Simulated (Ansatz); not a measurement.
LiGdSe₂ (R-3m); no U.

```
Li Gd Se
1.0
     2.05174    1.18457    6.46279
    -2.05174    1.18457    6.46279
     0.00000   -2.36915    6.46279
Li Gd Se
1 1 2
Direct
  0.50000 0.50000 0.50000
  0.00000 0.00000 0.00000
  0.75165 0.75165 0.75165
  0.24835 0.24835 0.24835
```

The geometry is a structure from the Materials Project, held fixed and not relaxed.

Functional, mesh and filling: PBEsol, 6×6×6 k mesh, Fermi–Dirac smearing of 0.05 eV. LAPW is all-electron LAPW in Ansatz 0.2.0. Site moments are integrated in spheres about the atoms. Start moments (μB): Gd2 7.

The self-consistent cycle went as follows.

```csv
iteration,Harris–Foulkes energy less the last (meV),density residual (eV),M (μB),∫|m| (μB)
1,-99.771,1.2e+00,7.0000,7.1135
2,56.866,5.7e-01,7.0000,7.1148
3,53.268,5.5e-02,7.0000,7.0903
4,-14.347,7.7e-03,7.0000,7.0680
5,0.955,6.7e-04,7.0000,7.0538
6,-0.597,2.0e-04,7.0000,7.0485
7,0.003,1.4e-05,7.0000,7.0468
8,0.001,1.8e-06,7.0000,7.0456
9,0.000,1.1e-07,7.0000,7.0453
10,0.000,8.5e-09,7.0000,7.0453
```

Site moments (μB): Li1 0.00, Gd2 6.95, Se3 0.00, Se4 0.00. Cell moment 7.00 μB.

Spin–orbit coupling is left out although heavy atoms are present. With open f shells a run can end in a state that isn't the lowest. These are results for the start and cell typed. The real compound can order otherwise, in a larger cell, or not at all, since semilocal functionals without spin fluctuations often overstate magnetism; near a collapse of the moment, mesh and smearing move it by tens of per cent.
